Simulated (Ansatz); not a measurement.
WS2:
```
WS2
1.0
    5.41544     0.00000     0.00000
    0.00000     6.02753     0.00000
    0.00000     0.00000     3.17161
W S
2 4
Direct
  0.00000   0.00000   0.00000
  0.50000   0.50000   0.50000
  0.21054   0.34916   0.00000
  0.71054   0.15084   0.50000
  0.28946   0.84916   0.50000
  0.78946   0.65084   0.00000
```

Relaxed with PBE. Special points in fractions of this cell's reciprocal vectors: Γ (0.000, 0.000, 0.000); X (0.500, 0.000, 0.000); S (0.500, 0.500, 0.000); Y (0.000, 0.500, 0.000); Z (0.000, 0.000, 0.500); U (0.500, 0.000, 0.500); R (0.500, 0.500, 0.500); T (0.000, 0.500, 0.500).

Question: List the band energies nearest the Fermi level at these points for DFT-PBE in the program Ansatz with PAW potentials.

Answer: In eV from the Fermi level; about four levels below and three above (degenerate sets whole), none deeper than 8.9 eV; points with the same levels are listed once.

```json
[
 {"k": "Γ", "below": "-0.48 -0.48 -0.47 -0.01", "above": "0.29 1.03 3.71"},
 {"k": "X", "below": "-1.55 -1.55 -1.44 -1.44", "above": "1.34 1.34 1.54 1.54"},
 {"k": "S", "below": "-2.08 -2.08 -0.85 -0.85", "above": "0.18 0.18 2.07 2.07"},
 {"k": "Y", "below": "-1.82 -1.82 -1.04 -1.04", "above": "1.32 1.32 1.44 1.44"},
 {"k": "Z", "below": "-4.20 -4.20 -2.47 -2.47", "above": "0.00 0.00 1.50 1.50"},
 {"k": "U", "below": "-1.17 -1.17 -0.79 -0.79", "above": "0.06 0.06 2.60 2.60"},
 {"k": "R", "below": "-2.21 -2.21 -0.33 -0.33", "above": "0.53 0.53 2.52 2.52"},
 {"k": "T", "below": "-2.85 -2.85 -1.57 -1.57", "above": "1.34 1.34 2.73 2.73"}
]
```

Space group Pnnm. A made-up cell: these elements were put on the sites of a structure type; neither database checked (COD, Materials Project) lists it. It is not the phase usual at ambient conditions (space group No. 194). Symmetry was held in the PBE relaxation; whether a distortion lowers the energy is not shown. The run is not spin-polarised. Spin–orbit coupling is left out wherever it is not named.

Potentials: the later of the program's two PAW sets.
